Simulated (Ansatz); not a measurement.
Clean, relaxed (001) surface of MoS$_{2}$, space group P6_3/mmc (No. 194) (top face towards +c; atoms held fixed, by place in the list: 1, 2, 3, 4, 5, 6):

```xyz
12
Lattice="3.1494 0.0000 0.0000 -1.5747 2.7274 0.0000 0.0000 0.0000 38.2679" Properties=species:S:1:pos:R:3 pbc="T T T"
S     0.0000    1.8183    8.5000
Mo    1.5747    0.9091   10.0659
S     0.0000    1.8183   11.6317
S     1.5747    0.9091   14.5454
Mo    0.0000    1.8183   16.1112
S     1.5747    0.9091   17.6771
S     0.0000    1.8183   20.5900
Mo    1.5747    0.9091   22.1558
S     0.0000    1.8183   23.7216
S     1.5747    0.9091   26.6412
Mo    0.0000    1.8183   28.2079
S     1.5747    0.9091   29.7760
```

Level of theory: DFT PBE+D3(BJ), scalar-relativistic, plane waves, PAW (Ansatz 0.2.0). Plane waves to 420 eV, a k mesh through Γ of 9×9×1 on the computed 12-atom cell and Gaussian smearing (0.05 eV); no spin polarisation. A dipole correction removes the field between periodic images along c.

With the adsorbate the run is spin-polarised, so any moments that the slab's own atoms take up count into E_ads.

F (atom) is adsorbed on the top face, one adsorbate per 8.6 Å², and relaxed from 2 starting sites (fractions of a and b). The adsorption energy is E(slab + adsorbate) − E(slab) − E(free adsorbate, spin-polarised where open-shell). Heights count from the highest slab atom after relaxation. Δp counts per cell along +c. Bonded neighbours lie within 1.25 times the sum of covalent radii (1.35 for H) and, on that scale, within 12 % of the closest. With the adsorbate the cell is lengthened along c to keep the vacuum.

```csv
start,ends at,E_ads (eV),height (Å),shortest contact,Δp (e·Å)
"top (S) at (0.67, 0.33)","(0.67, 0.33), 1 bonded neighbour (S)",-1.66,1.72,F–S 1.72 Å,-0.093
"hollow (S-S-S) at (0.00, 0.00), 0.5 Å under the top layer","(0.00, 0.00), 3 bonded neighbours (Mo) (a bond forms, but at a cost in energy), largest slab move 2.7 Å",0.22,-2.92,F–Mo 2.27 Å,-0.071
```

Among the sites tried, the lowest end comes from the top (S) at (0.67, 0.33) start; other sites may lie lower.

Each end is the local minimum or symmetric point that its start leads to. Where slab atoms move by over 1 Å the face has restacked or been rebuilt, which that row's energy includes.

The ends differ in their magnetic moment (0.2, 0.7 μB a cell), so part of the order can come from the spin state that each run reached.